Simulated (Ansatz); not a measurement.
A: ZnS (zinc blende), a = b = c = 5.4434 Å, α = β = γ = 90.00°
B: EuO (rock salt), a = b = c = 5.062 Å, α = β = γ = 90.00°
C: LiBr (rock salt), a = b = c = 5.511 Å, α = β = γ = 90.00°

Scan: energy over volume and axial ratio (atoms clamped). One method and one kind of scan serve all of them; meshes and ranges differ. All were relaxed with their symmetry unable to fall. EuO is run spin-polarised and with no Hubbard U. Relaxed EuO ends ferromagnetic. Other magnetic orders were not checked, so this need not be the ground state. (This holds for the magnetic or f-shell members.) The f-shell state is unchecked: a lower one may exist. (This holds for the magnetic or f-shell members.)

**Question.** Put the candidates in order of shear modulus C′ = (C11 − C12)/2 (fitted), lowest first, for PBE (plane waves to 420 eV, PAW, scalar-relativistic; Ansatz, a program for electronic structure).

**Answer.** C (12 GPa), A (21 GPa), B (76 GPa)

(A scan under strain: stresses follow from slopes of the energy per volume, elastic moduli from its curvatures.)
